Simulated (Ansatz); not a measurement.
Starting cell, AlNi (CsCl type):

```
CELL_PARAMETERS angstrom
      2.86315     0.00000     0.00000
      0.00000     2.86315     0.00000
      0.00000     0.00000     2.86315
ATOMIC_POSITIONS crystal
  Al 0.00000 0.00000 0.00000
  Ni 0.50000 0.50000 0.50000
```

In each cell atom 2 (Ni, nearest neighbour Al at 2.480 Å; its periodic images, 2.9 Å or more away, move with it) moves by s·(0.577, 0.577, 0.577) (along Cartesian [111]), the rest being held.

These are r2SCAN (plane waves to 500 eV, PAW, scalar-relativistic; Ansatz, a program for electronic structure) values and carry that method's errors. k mesh 13×13×13 (Γ-centred), Fermi-Dirac smearing 0.05 eV. With partly filled bands, energies and forces of such displacements shift with the k mesh and the smearing. F∥ is the force on the atom along that direction. AlNi is run without spin polarisation. AlNi was relaxed with its symmetry unable to fall. 

```csv
s (Å),F∥ (eV/Å)
-0.250,1.838
-0.200,1.405
-0.150,1.017
-0.100,0.660
-0.050,0.325
0.000,0.000
0.050,-0.325
0.100,-0.660
0.150,-1.017
0.200,-1.405
0.250,-1.838
```

### Question
What is the force constant k = d²E/ds² of this move at s = 0?

### Answer
6.47 eV/Å². The forces along the line at the two nearest points give (0.325 − (-0.325)) / (2·0.050) = 6.50 eV/Å²; the next pair corrects for the finite step.

### Question
With two atoms in the cell this is the zone-centre optical mode. What wavenumber follows?

### Answer
308 cm⁻¹. Reduced mass μ = 18.48 u; ν̃ = 521.5·√(k/μ) with k = 6.47 eV/Å².

(For displaced atoms, the force is minus the slope of the energy, and its curvature is a force constant, which sets phonon frequencies.)
